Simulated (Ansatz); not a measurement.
TiBr$_{2}$:
```
TiBr2
1.0
    3.37842     0.00000     0.00000
   -1.68921     2.92579     0.00000
    0.00000     0.00000     6.53825
Br Ti
2 1
Direct
  0.33333   0.66667   0.25531
  0.66667   0.33333   0.74469
  0.00000   0.00000   0.00000
```

Relaxed with LDA. Special points in fractions of this cell's reciprocal vectors: Γ (0.000, 0.000, 0.000); M (0.500, 0.000, 0.000); K (0.333, 0.333, 0.000); A (0.000, 0.000, 0.500); L (0.500, 0.000, 0.500); H (0.333, 0.333, 0.500).

Q: List the band energies nearest the Fermi level at these points for plane-wave PAW LDA (Ansatz code).

A: In eV from the Fermi level; about four levels below and three above (degenerate sets whole), none deeper than 8.9 eV; points with the same levels are listed once.

```tsv
k	below	above
Γ	-3.91 -3.91 -2.57 -2.57 -0.72	0.03 0.03 1.55 1.55
M	-5.32 -4.42 -3.92 -1.25	1.28 1.41 2.02
K	-6.40 -6.40 -5.48 -5.19 -5.19	0.62 0.62 0.96
A	-3.86 -3.86 -2.67 -2.67 -0.20	0.02 0.02 1.67 1.67
L	-4.57 -4.56 -3.71 -1.37	1.28 1.46 1.80
H	-6.37 -5.86 -5.00 -5.00	0.32 0.32 0.97
```

Space group P-3m1 (CdI2 type). The workflow started from an entry of the Crystallography Open Database (COD). Its standing as an ambient phase is unchecked. Symmetry was held in the LDA relaxation; of distortions, only those at the zone centre were tested. No spin polarisation was allowed. The volume lies over 15 % below that of the usual cell of this phase: another minimum, or an error of the functional. A crystal of weakly bound layers computed without a dispersion correction: the cell and the soft elastic constants depend strongly on that. Scalar-relativistic: spin–orbit coupling is off unless named, which matters more the heavier the elements.

Potentials: the later of the program's two PAW sets.
